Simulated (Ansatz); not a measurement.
Q: Name crystals whose computed values (r²SCAN in the plane-wave PAW code Ansatz) fall in these windows: highest Γ mode, no LO–TO term (cm⁻¹) 580 to 690; B₀ by P(V) fit (GPa) 170 to 200; Θ_D (K) 470 to 570.

A: 

| crystal | highest Γ mode, no LO–TO term (cm⁻¹) | B₀ by P(V) fit (GPa) | Θ_D (K) |
|---|---|---|---|
| Nb2CS, P6_3/mmc (Nb on 4f, C on 2a, S on 2d) | 642 | 191 | 526 |
| SrNbO3, cubic perovskite | 607 | 189 | 555 |
| Nb2GaC, P6_3/mmc (Nb on 4f, Ga on 2d, C on 2a) | 631 | 185 | 516 |
Others may fit too.

Standing as an ambient phase not checked: Nb2CS, P6_3/mmc (Nb on 4f, C on 2a, S on 2d); SrNbO3, cubic perovskite; Nb2GaC, P6_3/mmc (Nb on 4f, Ga on 2d, C on 2a). All cells were relaxed under the symmetry of their starts (and spin orders); stability against distortions was not tested throughout. Rows with no word on spin ran without spin polarisation. Scalar-relativistic: spin–orbit coupling is off unless named, which matters more the heavier the elements.

Potentials: the later of the program's two PAW sets.
